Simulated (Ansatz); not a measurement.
The numbers come from plane-wave PAW DFT (Ansatz): r2SCAN, no spin polarisation, 500 eV, 7×7×7 Γ-centred k points, gaussian occupations (width 0.0529 eV). Nothing was relaxed.

Computed maps in the lattice plane spanned by b (left to right, 6.21 Å, 19 points from zero) and c (bottom to top, 6.21 Å, 19 points from zero), 60° apart, at height 0.250 along a. The fields are smooth PAW ones with compensation charges, not the true ones near nuclei.

Valence density. Digits on a logarithmic scale: 0 up to 0.03 e/Å³, each further digit a factor of 1.6, 9 from 1.3 e/Å³ up:
```
4455421111245544444
4578753101257876444
4699996311258999644
4589999532358999964
3479999744446999974
2247999854545799985
2124688755555568875
2112345544555445554
2222222333455543222
2455431112345442111
3578764201345543101
4689997421357875311
3699999741258999631
2589989963248999952
2369999974236999974
2247999985224799985
2124689875212478975
2112356654211245654
3222223432222234444
```

Task: The cell is CsRb₂PdF₆. Which atoms lie within 0.2 Å of this plane, and where (fractions of b and c)?

Result: Rb at (0.25, 0.25), F at (0.77, 0.23), F at (0.77, 0.77), F at (0.23, 0.77). The whole cell:
```
Cs Pd Rb F
1.0
     0.00000    4.39308    4.39308
     4.39308    0.00000    4.39308
     4.39308    4.39308    0.00000
Cs Pd Rb F
1 1 2 6
Direct
  0.50000 0.50000 0.50000
  0.00000 0.00000 0.00000
  0.25000 0.25000 0.25000
  0.75000 0.75000 0.75000
  0.76600 0.23400 0.23400
  0.23400 0.76600 0.23400
  0.23400 0.76600 0.76600
  0.76600 0.23400 0.76600
  0.23400 0.23400 0.76600
  0.76600 0.76600 0.23400
```

Origin: a known structure type with other elements, at an estimated volume, so it need not be a known compound. Caveats: many states at the Fermi level without spin polarisation, so a magnetic state may lie lower; atoms or cell far from equilibrium.
